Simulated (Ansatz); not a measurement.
**Stiffness of compounds in space group Fm-3m**

Method: DFT, PBEsol, all-electron LAPW, scalar-relativistic in Ansatz 0.2.0.

All compounds have space group Fm-3m with 1 atom in the primitive cell. V0, B0 and B0′ come from third-order Birch–Murnaghan fits to pressures at five volumes, with shape and internal coordinates held; prototypes and MP cells needn't be known phases. No run is spin-polarised.

No spin–orbit coupling, which matters for the heavy atoms here.

Ag: Ag 4a (0.000 0.000 0.000); COD 9008459, reported; 15×15×15 mesh, smearing 0.03 eV; no spin
Cu: Cu 4a (0.000 0.000 0.000); COD 5000216, reported; 17×17×17 mesh, smearing 0.03 eV; no spin
Ta: Ta 4a (0.000 0.000 0.000); COD 1534932, reported; 17×17×17 mesh, smearing 0.05 eV; no spin

```tsv
compound	V0 (Å³/atom)	B0 (GPa)	B0′
Ag	16.63	?	5.7
Cu	11.30	?	5.0
Ta	?	202	3.8
```

Question: What belongs in the row "Ag", column "B0 (GPa)"?

Answer: 119.

Question: Fill in "V0 (Å³/atom)" for the row "Ta".

Answer: 18.20.

Question: What belongs in the row "Cu", column "B0 (GPa)"?

Answer: 169.
